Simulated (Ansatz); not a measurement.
Consider the following.

B:
```yaml
crystal:
  lattice:
    - [1.45825, -2.64269, 0.00000]
    - [1.45825, 2.64269, 0.00000]
    - [0.00000, 0.00000, 3.23681]
  atoms:
    - { symbol: B, position: [0.34390, 0.65610, 0.58979] }
    - { symbol: B, position: [0.65610, 0.34390, 0.41021] }
    - { symbol: B, position: [0.84390, 0.15610, 0.91021] }
    - { symbol: B, position: [0.15610, 0.84390, 0.08979] }
```

This is the PBE+D3(BJ)-relaxed structure.

Task: All from plane-wave PAW PBE+D3(BJ) (Ansatz code), unless another level is named. Predict the electronic character.

Result: metallic (no gap).

Task: Next, the density of states at the Fermi level?

Result: 0.04 states/eV per atom (mean over ±0.08 eV).

Space group Cmce. The cell is a constructed one: a structure type filled with these elements; neither database checked (COD, Materials Project) lists it. It is not the phase usual at ambient conditions (space group No. 166). The cell was relaxed with PBE+D3(BJ) under the symmetry of its start; whether a distortion lowers the energy is not shown.

Potentials: the earlier of the program's two PAW sets.
